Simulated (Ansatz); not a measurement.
A: CoSi$_{2}$ (fluorite type, space group Fm-3m), a = b = c = 5.313 Å, α = β = γ = 90.00°
B: CeO2 (fluorite), a = b = c = 5.399 Å, α = β = γ = 90.00°
C: CdSe (zinc blende), a = b = c = 6.082 Å, α = β = γ = 90.00°

Scan: energy over volume and axial ratio (atoms clamped). One method and one kind of scan serve all of them; meshes and ranges differ. All were relaxed with their symmetry unable to fall. CeO2 is run without spin polarisation. CoSi2 is run without spin polarisation. The PAW data are Ansatz's earlier set. The filling of the f shell was not checked against other fillings, so treat energies with care. (This holds for the magnetic or f-shell members.)

Question: Rank these by shear modulus C′ = (C11 − C12)/2 (fitted) (lowest first), as PBEsol (plane waves to 420 eV, PAW, scalar-relativistic; Ansatz, an electronic-structure program) gives it.

Answer: C (9 GPa), A (50 GPa), B (124 GPa)

(Under strain, the slope of the energy per volume gives the stress and its curvature an elastic modulus.)
